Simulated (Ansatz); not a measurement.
Starting cell, HfC (rock salt):

```yaml
crystal:
  lattice:
    - [0.00000, 4.65154, 4.65154]
    - [2.32577, 2.32577, 4.65154]
    - [2.32577, 2.32577, 0.00000]
  atoms:
    - { symbol: C, position: [0.00000, 0.00000, 0.00000] }
    - { symbol: C, position: [0.50000, 0.00000, 0.00000] }
    - { symbol: Hf, position: [0.00000, 0.50000, 0.50000] }
    - { symbol: Hf, position: [0.50000, 0.50000, 0.50000] }
```

The atoms are displaced by Q × the pattern below (from a DFPT mode at X = (0.5, 0.5, 0.0), largest move 1; Q in Å), at fixed cell. It is one choice among 2 degenerate patterns. (q is in reciprocal vectors of the primitive cell; the cell shown is doubled to hold the pattern.)

| atom | x | y | z |
|---|---|---|---|
| C1 | 0.000 | 1.000 | 0.000 |
| C2 | 0.000 | -1.000 | 0.000 |
| Hf3 | 0.000 | 0.007 | 0.000 |
| Hf4 | 0.000 | -0.007 | 0.000 |

All values below come from PBE (plane waves to 420 eV, PAW, scalar-relativistic; Ansatz, a quantum-chemistry and plane-wave program). k mesh 17×17×17 (Γ-centred), Fermi-Dirac smearing 0.05 eV. E stands for the smeared free energy. With partly filled bands, energies and forces of such displacements shift with the k mesh and the smearing. HfC is run without spin polarisation. HfC was relaxed with its symmetry unable to fall. Spin-orbit coupling is left out, though Hf is heavy. The zero of ΔE is the undisplaced structure. The last digit holds for this mesh only.

```
Q (Å)    ΔE (meV/cell)
-------  -------------
-0.1000          106.1
-0.0833           73.3
-0.0667           46.7
-0.0500       withheld
-0.0333           11.6
-0.0167            2.9
0.0000             0.0
0.0167             2.9
0.0333            11.6
0.0500        withheld
0.0667            46.7
0.0833            73.3
0.1000           106.1
```

Problem. Fit an even polynomial form (powers 2, 4) to the given rows and predict ΔE at Q = -0.0500.

Solution. Least squares on the 11 given rows: ΔE = (10430)·Q² + (18450)·Q⁴, in meV/cell with Q in Å; root-mean-square residual 0.04 meV/cell. At -0.0500 the fit gives 26.2 meV/cell; the calculation gives 26.2 meV/cell, the same to the digits shown. The quadratic term alone would give 26.1 meV/cell.

(For displaced atoms, the force is minus the slope of the energy, and its curvature is a force constant, which sets phonon frequencies.)
